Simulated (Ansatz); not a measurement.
LaB6 in space group Pm-3m (No. 221; La on 1a, B on 6f) under volume change, PBE in the plane-wave PAW code Ansatz, shape and atoms relaxed at each volume.

```json
[
 {"V (Å³/atom)": "9.323", "E − E(relaxed) (meV/atom)": "(withheld)", "P (GPa)": "(withheld)"},
 {"V (Å³/atom)": "9.630", "E − E(relaxed) (meV/atom)": "22.1", "P (GPa)": "12.07"},
 {"V (Å³/atom)": "9.937", "E − E(relaxed) (meV/atom)": "5.3", "P (GPa)": "5.61"},
 {"V (Å³/atom)": "10.245", "E − E(relaxed) (meV/atom)": "0.0", "P (GPa)": "0.01"},
 {"V (Å³/atom)": "10.552", "E − E(relaxed) (meV/atom)": "(withheld)", "P (GPa)": "(withheld)"},
 {"V (Å³/atom)": "10.859", "E − E(relaxed) (meV/atom)": "18.2", "P (GPa)": "-9.06"},
 {"V (Å³/atom)": "11.167", "E − E(relaxed) (meV/atom)": "39.2", "P (GPa)": "-12.72"}
]
```

Task: Complete the blanks.

Result: 
- 10.552, E − E(relaxed) (meV/atom): 4.7
- 10.552, P (GPa): -4.85
- 9.323, E − E(relaxed) (meV/atom): 52.2
- 9.323, P (GPa): 19.52

Task: What does a third-order Birch–Murnaghan fit give for V₀, B₀ and B′?

Result: V₀ = 10.25 Å³/atom, B₀ = 174 GPa, B′ = 3.7.

Symmetry was held in the PBE relaxation. Spin–orbit coupling is left out wherever it is not named.

Potentials: the earlier of the program's two PAW sets.
